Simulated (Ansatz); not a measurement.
Level of theory: DFT PBE, scalar-relativistic, plane waves, PAW in Ansatz. All cells share a 420 eV cutoff and Γ-centred k meshes spaced at most about 0.3 Å⁻¹ (about 0.25 or finer for metals, 2π included). Collinear spin in cells that started with moments and kept them past the coarse steps, no spin elsewhere.

Each of these unrelaxed guesses is relaxed in cell and atoms within its symmetry. A guess keeps its type if space group and coordination stay and the shape of the cell changes little (axis ratios within about 15 %, angles within 6°); the volume may change.

1. CuPdC4N4 (collinear spin from parallel moments)

Space group P-43m (No. 215). a = 5.909 Å, b = 5.909 Å, c = 5.909 Å, α = 90.00°, β = 90.00°, γ = 90.00°
```
atom  site  symmetry       x       y       z
  Cu    1a      -43m  0.0000  0.0000  0.0000
  Pd    1b      -43m  0.5000  0.5000  0.5000
   C    4e       .3m  0.1873  0.1873  0.1873
   N    4e       .3m  0.3016  0.3016  0.3016
```

2. TiMnC4N4 (collinear spin from parallel moments)

Space group P-43m (No. 215). a = 5.933 Å, b = 5.933 Å, c = 5.933 Å, α = 90.00°, β = 90.00°, γ = 90.00°
```tsv
atom	site	symmetry	x	y	z
Ti	1b	-43m	0.5000	0.5000	0.5000
Mn	1a	-43m	0.0000	0.0000	0.0000
C	4e	.3m	0.1886	0.1886	0.1886
N	4e	.3m	0.3025	0.3025	0.3025
```

3. GaAuC2N2

Space group P-1 (No. 2). a = 4.455 Å, b = 4.524 Å, c = 6.613 Å, α = 101.38°, β = 100.16°, γ = 94.68°
```json
{"atom": "Ga", "site": "1a", "symmetry": "-1", "x": "0.0000", "y": "0.0000", "z": "0.0000"}
{"atom": "C", "site": "2i", "symmetry": "1", "x": "0.8131", "y": "0.8131", "z": "0.1869"}
{"atom": "Au", "site": "1h", "symmetry": "-1", "x": "0.5000", "y": "0.5000", "z": "0.5000"}
{"atom": "N", "site": "2i", "symmetry": "1", "x": "0.6978", "y": "0.6978", "z": "0.3022"}
```

4. GaPtC2N2

Space group P-1 (No. 2). a = 3.841 Å, b = 3.884 Å, c = 9.812 Å, α = 91.43°, β = 95.55°, γ = 118.04°
```
atom  site  symmetry       x       y       z
  Ga    1h        -1  0.5000  0.5000  0.5000
  Pt    1a        -1  0.0000  0.0000  0.0000
   C    2i         1  0.8110  0.8110  0.8110
   N    2i         1  0.6957  0.6957  0.6957
```

5. VPdC4N4 (collinear spin from parallel moments)

Space group P-43m (No. 215). a = 5.909 Å, b = 5.909 Å, c = 5.909 Å, α = 90.00°, β = 90.00°, γ = 90.00°
| atom | site | symmetry | x | y | z |
| --- | --- | --- | --- | --- | --- |
| V | 1a | -43m | 0.0000 | 0.0000 | 0.0000 |
| Pd | 1b | -43m | 0.5000 | 0.5000 | 0.5000 |
| C | 4e | .3m | 0.1873 | 0.1873 | 0.1873 |
| N | 4e | .3m | 0.3016 | 0.3016 | 0.3016 |

Question: Which guesses survive the relaxation?

Answer: Guesses 1, 2 and 5 keep their type.

```csv
guess,kept,start group,end group,V start (Å³/atom),V end,"b/a and c/a, end over start",nearest neighbours start,nearest neighbours end
1,yes,P-43m,P-43m,20.6,21.3,"1.00, 1.00","C 1, Cu 4, N 1, Pd 4","C 1, Cu 4, N 1, Pd 4"
2,yes,P-43m,P-43m,20.9,20.2,"1.00, 1.00","C 1, Mn 4, N 1, Ti 4","C 1, Mn 4, N 1, Ti 4"
3,no,P-1,Immm,21.3,14.6,-,"Au 2, C 1, Ga 2, N 1","Au 2, C 1, Ga 2, N 1"
4,no,P-1,P6/mmm,21.4,13.1,-,"C 1, Ga 2, N 1, Pt 2","C 1, Ga 2, N 1, Pt 2"
5,yes,P-43m,P-43m,20.6,22.5,"1.00, 1.00","C 1, N 1, Pd 4, V 4","C 1, N 1, Pd 4, V 4"
```

Neighbours count within 15 % of an atom's shortest distance; end groups are read at 0.02 Å (0.05 Å in metals).

These runs have no spin–orbit coupling, which can matter for Au and Pt. Another magnetic order may lie lower. Cells relaxed within their symmetry can be saddle points.
